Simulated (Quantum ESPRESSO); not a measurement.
Re4Ta2WZr, different elements on one site, starting from this cell

Simulated, not a measurement. The program is pw.x of Quantum ESPRESSO 7.5 (plane-wave density functional theory). The cell is made up: eight metal atoms on a face-centred cubic lattice, with elements, volume, strain and displacements drawn at random and not relaxed, so it may be unstable or far from any real phase. PseudoDojo standard norm-conserving files set the functional (PBE unless stated); there is no spin polarisation or spin-orbit coupling, the Fermi-Dirac width of 0.25 eV means electrons at about 2900 K, and the masses in the input are unused placeholders. Heavy elements are run without spin-orbit coupling, which real alloys of them have. A spin test at this wide smearing found no moment, but such smearing suppresses magnetism that the real alloy may have.

The runs put different elements on site 4. Cell, positions, cutoff, mesh and smearing stay as in the input of run 1; sites are counted in its order. Stress in the tables is positive in tension.

Input of run 1:

```
&control calculation='scf', pseudo_dir='./dojo.nc.sr.pbe.v0_5.standard.upf', outdir='./o', disk_io='minimal', tprnfor=.true., tstress=.true. /
&system ibrav=0, nat=8, ntyp=4, nbnd=74, ecutwfc=84.00895049, nosym=.true., tot_charge=0,
 occupations='smearing', smearing='fd', degauss=0.0183746611
/
&electrons conv_thr=1.470e-08, electron_maxstep=70, mixing_beta=0.5 /
ATOMIC_SPECIES
Re 1.0 Re.upf
Ta 1.0 Ta.upf
W 1.0 W.upf
Zr 1.0 Zr.upf
CELL_PARAMETERS angstrom
2.0124 3.9227 1.9673
-0.0664 4.0227 -4.0685
-3.958 3.9559 -0.1332
ATOMIC_POSITIONS angstrom
Re -0.0187 -0.0053 0.0759
Ta -1.9397 2.0346 -0.0675
Re -0.0187 2.0213 -2.0793
W -2.0592 3.9489 -2.1317
Re 0.0264 3.9387 -0.1598
Ta -2.0169 5.9917 -0.1535
Re 0.0155 5.9477 -2.0936
Zr -2.0141 7.8828 -2.1872
K_POINTS automatic
5 5 5 1 1 1
```

| run | elements on sites 1 to 8 | -TS (eV) | pressure (GPa) | stress xx (GPa) | stress yy (GPa) | stress zz (GPa) | stress yz (GPa) | stress xz (GPa) | stress xy (GPa) | iterations |
| --- | --- | --- | --- | --- | --- | --- | --- | --- | --- | --- |
| 1 | Re Ta Re W Re Ta Re Zr | -1.678 | 22.32 | -19.88 | -22.89 | -24.19 | -0.12 | 0.14 | -2.01 | 16 |
| 2 | Re Ta Re Al Re Ta Re Zr | -1.443 | 16.76 | -13.68 | -18.60 | -17.99 | -0.04 | -0.20 | -3.49 | 16 |
| 3 | Re Ta Re Nb Re Ta Re Zr | -1.725 | 25.97 | -23.04 | -26.77 | -28.08 | 0.71 | -0.18 | -2.22 | 17 |
| 4 | Re Ta Re Au Re Ta Re Zr | -1.382 | 20.74 | -18.97 | -21.38 | -21.86 | -1.95 | 1.41 | -2.84 | 18 |
| 5 | Re Ta Re Zn Re Ta Re Zr | -1.397 | 14.59 | -12.14 | -16.05 | -15.59 | -0.70 | 0.34 | -3.08 | 17 |

Forces Fx Fy Fz (eV/Å):

```
site             run 1              run 2             run 3              run 4              run 5
   1  -1.15 0.40 -1.51   -1.22 0.00 -1.54  -1.14 0.36 -1.48  -0.99 -0.03 -1.43  -1.14 -0.07 -1.48
   2  0.61 -1.28 -0.86   0.45 -1.01 -0.66  0.62 -1.21 -0.76   0.47 -1.10 -0.56   0.42 -0.96 -0.63
   3  -1.44 -1.18 0.34   -1.40 -0.92 0.24  -1.48 -1.08 0.30   -1.53 -0.64 0.31   -1.45 -0.75 0.29
   4    1.12 1.23 1.00     0.82 0.83 0.59    0.96 1.22 0.88     0.84 1.03 0.92     0.62 0.68 0.56
   5    0.04 1.11 0.96    -0.12 0.93 0.79    0.38 1.19 1.29    -0.15 1.04 0.74    -0.22 1.00 0.64
   6  -0.23 -1.66 0.23  -0.22 -1.58 -0.04  -0.44 -1.77 0.43  -0.56 -1.68 -0.09  -0.20 -1.59 -0.19
   7   0.18 -0.13 0.36     0.25 0.22 0.50   0.35 -0.15 0.08   0.53 -0.22 -0.03     0.31 0.17 0.47
   8   0.87 1.51 -0.52     1.44 1.53 0.11   0.75 1.44 -0.75     1.38 1.60 0.14     1.65 1.53 0.34
```

Energies are left out, as each element's file has its own zero. A rerun of one cell of this series at a higher cutoff and on a denser mesh moved values by no more than 0.004 eV in energy, 0.03 GPa in stress and 0.011 eV/Å in force, and a second program with other atomic files agreed on that cell to 2 % rms in force and 0.5 GPa in pressure.